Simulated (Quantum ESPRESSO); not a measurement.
**Kohn-Sham bands of YSi₂ (P6/mmm)**

```
YSi2
1.0
    4.07549     0.00000     0.00000
   -2.03775     3.52948     0.00000
    0.00000     0.00000     3.99013
Y Si
1 2
Direct
  0.00000   0.00000   0.00000
  0.33333   0.66667   0.50000
  0.66667   0.33333   0.50000
```

Materials Project entry mp-2568; symmetrised, unrelaxed at this level. COD (Crystallography Open Database) has an entry of this formula and space group (matched by these alone). Method: PBEsol plane waves in Quantum ESPRESSO 7.5 (PseudoDojo norm-conserving files, 58 Ry, no spin polarisation, no spin-orbit coupling), Bloch states on a 12×12×8 mesh through Γ, Wannier90 4.0.1. Density: 12×12×8 mesh, cold smearing 0.01 Ry.

Energies are relative to the Fermi level; weights are on the orthonormalised atomic waves of the pseudopotential files, averaged over the group. 19 electrons a cell are treated as valence.

Problem. Into which isolated groups do the bands fall, where do they lie and what are they made of?

Solution. 
| bands | from (eV) | to (eV) | filling | weight on atomic waves |
|---|---|---|---|---|
| 1 | -42.59 | -42.57 | filled | Y 4s 96 % |
| 2–4 | -22.79 | -22.58 | filled | Y 4p 98 % |

No gap over 0.05 eV opens at the Fermi level at this level of theory.
